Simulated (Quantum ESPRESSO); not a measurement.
AlInGa2P4 (made-up cell) (calculated)

Computed with Quantum ESPRESSO 7.5. Calculation on a made-up crystal cell, not a measurement, rerun at a higher cutoff and a denser mesh: periodic Kohn-Sham density functional theory in plane waves with PseudoDojo standard norm-conserving scalar-relativistic pseudopotentials, each functional with its own files (v0.5 for PBE, v0.4.1 for LDA and PBEsol), no spin polarisation, no spin-orbit coupling, atoms not relaxed, stress positive in tension, energies less a fixed whole-eV offset for each atom's element; levels are Kohn-Sham levels at fractions of this cell's reciprocal vectors, counted from the reference band (half the neutral cell's valence electrons, rounded up) at Gamma; error bars give the change to or from the runs named with them, not the error of the files; each bar is the largest change over components, and at least 0.002 eV, 0.002 eV per angstrom or 0.02 GPa; energies are for the whole cell, and the offsets were chosen from early runs and are not element reference energies.

```yaml
- formula: AlInGa2P4
  kind: "made-up cell"
  structure:
    cell_angstrom:
      - [5.6149, 0.0253, -0.0021]
      - [0.0253, 5.5544, -0.034]
      - [-0.0021, -0.034, 5.68]
    atoms_fractional:
      - [Al, 0.00834, 0.0052, -0.01143]
      - [Ga, 0.00059, 0.49156, 0.49289]
      - [In, 0.49814, -0.00635, 0.48675]
      - [Ga, 0.50396, 0.49344, -0.00589]
      - [P, 0.24495, 0.23482, 0.25299]
      - [P, 0.25421, 0.74584, 0.74273]
      - [P, 0.74743, 0.25803, 0.73615]
      - [P, 0.73733, 0.75757, 0.24372]
  given:
    lattice_type: "zincblende/diamond"
    functional: pbe
    "cutoff [eV]": 1377
    "fermi_dirac_smearing [eV]": 0.025
    "scf_tolerance [eV]": 1.0e-07
    electrons_removed: 0
    k_mesh: "6 x 6 x 6, shifted by half a step"
    atom_site: [1, 2, 3, 4, 5, 6, 7, 8]
    "atom_energy_offset [eV]": [-64, -2080, -1808, -2080, -189, -189, -189, -189]
  results:
    "pressure [GPa]": null
    "stress_xy [GPa]": null
    "stress_yy [GPa]": null
```

Questions
1. What pressure does the calculation give for AlInGa2P4 (made-up cell)?
2. AlInGa2P4 (made-up cell): stress xy?
3. What stress yy does the calculation give for AlInGa2P4 (made-up cell)?

Answers
1. 1.816 GPa
2. 1.94 GPa
3. -2.313 GPa

Further results for AlInGa2P4 (made-up cell):

| Quantity | Value |
| --- | --- |
| free energy less offsets | -1.449 eV |
| scf iterations | 10 |
| smearing term minus ts | 0 eV |
| stress xx | -1.926 GPa |
| stress zz | -1.21 GPa |
| stress yz | -1.609 GPa |
| stress xz | 0.7499 GPa |
| error bar energy | 0.007702 eV |
| error bar stress | 0.02 GPa |
| error bar force | 0.002 eV/Å |
| error bars from | change from the looser run of this cell |

Forces:
```csv
site,x (eV/Å),y (eV/Å),z (eV/Å)
1,-0.708,-0.3484,-0.0724
2,-0.2232,0.67,-0.1029
3,-0.1584,0.3494,1.464
4,-0.3732,0.1818,0.2528
5,-0.9027,1.704,-1.681
6,-1.001,-0.844,0.9319
7,0.9681,0.04837,1.033
8,2.398,-1.762,-1.825
```
